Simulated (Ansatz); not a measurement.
Relaxed-ion elastic tensor of BAs (CsCl type, Pm-3m) in GPa (Voigt order), the program Ansatz at the PBEsol level (PAW); density 5.82 g/cm³, 12.23 Å³ per atom.

```
     1    2    3      4      5      6
-  ---  ---  ---  -----  -----  -----
1  145  102  102    0.0    0.0    0.0
2  102  145  102    0.0    0.0    0.0
3  102  102  145    0.0    0.0    0.0
4  0.0  0.0  0.0  -20.9    0.0    0.0
5  0.0  0.0  0.0    0.0  -20.9    0.0
6  0.0  0.0  0.0    0.0    0.0  -20.9
```

**Question.** Is the crystal mechanically stable?

**Answer.** No: the smallest eigenvalue of C is -20.9 GPa.

The start of the workflow was typed in or built on a structure type; neither database checked (COD, Materials Project) lists it. It is not the phase usual at ambient conditions (space group No. 216). The cell was relaxed with PBEsol under the symmetry of its start. At this level the phase is dynamically unstable (imaginary phonons). The volume moved by 26 % from the start of the relaxation. Its formation energy is positive at this level, so the cell may be metastable or incomplete. As this level gives no gap, shear constants depend on the k-mesh and smearing (Fermi–Dirac, 0.1 eV here). On the denser mesh and wider smearing of the elastic run this cell carries a stress of 0.3 GPa.

Potentials: the earlier of the program's two PAW sets. The files were generated under PBE; for other functionals the program regenerates the frozen cores, and for LDA and PBEsol the local potential too.
